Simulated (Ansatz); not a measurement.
Be:
```yaml
crystal:
  lattice:
    - [0.00000, 2.46552, 2.46552]
    - [2.46552, 0.00000, 2.46552]
    - [2.46552, 2.46552, 0.00000]
  atoms:
    - { symbol: Be, position: [0.00000, 0.00000, 0.00000] }
    - { symbol: Be, position: [0.25000, 0.25000, 0.25000] }
```

Relaxed with r²SCAN.

Map the valence electron density (e/Å³), cut off at 0.2 on the plane through (0.000, 0.000, 0.000) spanned by u = [1, 0, 0] and v = [-1, 1, 1] in lattice vectors, from r²SCAN in the plane-wave PAW code Ansatz.

x is the fraction of u, y of v (the angle between them is 90°; rows are the nearest grid lines); atoms in the plane: Be at (0.00, 0.00), Be at (0.50, 0.25).
```
|026999765567999620|
|137997543345799731|
|678875422224578876|
|999864211112468999|
|998643110011346899|
|876532100001235678|
|443211000000112344|
|222110000000011222|
|111110000000011111|
|000011111111110000|
|000011222222110000|
|000012344443210000|
|000123456654321000|
|000134678876431000|
|001246899998642100|
|112357899998753211|
|223578875578875322|
|445689841148986544|
|889999963369999988|
|999999997799999999|
|999999999999999999|
|679999999999999976|
|138999987789999831|
|026999765567999620|
```
Scale: ten equal steps from 0.041 (start of '0') to 0.200 (end of '9'), in the order '0123456789'; x runs from 0.000 to 1.00, y from 0.000 (bottom) to 1.00 (top).

The density is the valence pseudo-density with augmentation charge, so density and ELF within about 1 Å of a nucleus are not all-electron values.

Space group Fd-3m (diamond). The start of the workflow was typed in or built on a structure type; neither database checked (COD, Materials Project) lists it. It is not the phase usual at ambient conditions (space group No. 194). The cell was relaxed with r²SCAN under the symmetry of its start. At this level the phase is mechanically unstable. The volume moved by 16 % from the start of the relaxation.

Potentials: the later of the program's two PAW sets.
